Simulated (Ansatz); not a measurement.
Input, command and steps of an Ansatz relaxation.

```yaml
crystal:
  lattice:
    - [4.7740925659, 0.0, 0.0]
    - [0.0, 4.7740925659, 0.0]
    - [0.0, 0.0, 4.7250215577]
  atoms:
    - { symbol: Sr, position: [0.0, 0.5, 0.5] }
    - { symbol: Sr, position: [0.5, 0.0, 0.5] }
    - { symbol: Sr, position: [0.5, 0.5, 0.0] }
    - { symbol: Si, position: [0.0, 0.0, 0.0] }
basis:
  ecutwfc: 420
kpoints:
  mp_grid: { grid: [4, 4, 4] }
hamiltonian:
  xc: pbe
scf:
  occupations: { method: gaussian, width: 0.1 }
  lower_state_search: "off"
output:
  forces: true
  stress: true
  eigenvalues: true
relax:
  adjacent_minimum: "off"
  f_tol: 0.04
  max_steps: 70
  cell: { stress_tol: 0.4 }
```

```bash
ansatz run input.yaml --threads 1 --pin off --max-ram 2560MiB --backend cpu --events-out ev --progress --plain --runs-dir out
```

Computed with DFT PBE, scalar-relativistic, plane waves, PAW in Ansatz 0.2.0.

Of 5 frames 5 are shown, positions in Å and forces in eV/Å; the SCF threshold varies from step to step. Steps run on the plane waves of an earlier cell, with a Pulay correction in the pressure. The basis is chosen afresh for the last frame, the zero of the energies, and at times for earlier ones too; energy and pressure step there, also at an unchanged geometry.

```xyz
4
Lattice="4.7741 0.0000 0.0000 0.0000 4.7741 0.0000 0.0000 0.0000 4.7250" Properties=species:S:1:pos:R:3:forces:R:3 pbc="T T T" step=1 free_energy_over_end_meV_per_atom=194.46 pressure_GPa=9.51
Sr    0.0000    2.3870    2.3625    0.0000    0.0000    0.0000
Sr    2.3870    0.0000    2.3625    0.0000    0.0000    0.0000
Sr    2.3870    2.3870    0.0000    0.0000    0.0000    0.0000
Si    0.0000    0.0000    0.0000    0.0000    0.0000    0.0000
4
Lattice="4.9877 0.0000 0.0000 0.0000 4.9877 0.0000 0.0000 0.0000 4.9568" Properties=species:S:1:pos:R:3:forces:R:3 pbc="T T T" step=2 free_energy_over_end_meV_per_atom=42.61 pressure_GPa=3.59
Sr    0.0000    2.4939    2.4784    0.0000    0.0000    0.0000
Sr    2.4939    0.0000    2.4784    0.0000    0.0000    0.0000
Sr    2.4939    2.4939    0.0000    0.0000    0.0000    0.0000
Si    0.0000    0.0000    0.0000    0.0000    0.0000    0.0000
4
Lattice="5.1366 0.0000 0.0000 0.0000 5.1366 0.0000 0.0000 0.0000 5.1223" Properties=species:S:1:pos:R:3:forces:R:3 pbc="T T T" step=3 free_energy_over_end_meV_per_atom=3.66 pressure_GPa=0.81
Sr    0.0000    2.5683    2.5611    0.0000    0.0000    0.0000
Sr    2.5683    0.0000    2.5611    0.0000    0.0000    0.0000
Sr    2.5683    2.5683    0.0000    0.0000    0.0000    0.0000
Si    0.0000    0.0000    0.0000    0.0000    0.0000    0.0000
4
Lattice="5.1822 0.0000 0.0000 0.0000 5.1822 0.0000 0.0000 0.0000 5.1772" Properties=species:S:1:pos:R:3:forces:R:3 pbc="T T T" step=4 free_energy_over_end_meV_per_atom=0.96 pressure_GPa=0.11
Sr    0.0000    2.5911    2.5886    0.0000    0.0000    0.0000
Sr    2.5911    0.0000    2.5886    0.0000    0.0000    0.0000
Sr    2.5911    2.5911    0.0000    0.0000    0.0000    0.0000
Si    0.0000    0.0000    0.0000    0.0000    0.0000    0.0000
4
Lattice="5.1822 0.0000 0.0000 0.0000 5.1822 0.0000 0.0000 0.0000 5.1772" Properties=species:S:1:pos:R:3:forces:R:3 pbc="T T T" step=5 free_energy_over_end_meV_per_atom=0.00 pressure_GPa=0.13
Sr    0.0000    2.5911    2.5886    0.0000    0.0000    0.0000
Sr    2.5911    0.0000    2.5886    0.0000    0.0000    0.0000
Sr    2.5911    2.5911    0.0000    0.0000    0.0000    0.0000
Si    0.0000    0.0000    0.0000    0.0000    0.0000    0.0000
```

The start puts this composition into another compound's structure type, which needn't suit it. At the end the space group is Pm-3m (tolerance 0.05 Å).

It took 12 s on 1 thread of Arm Neoverse V2 (shared host), peak memory 0.36 GiB.

The k mesh is coarse.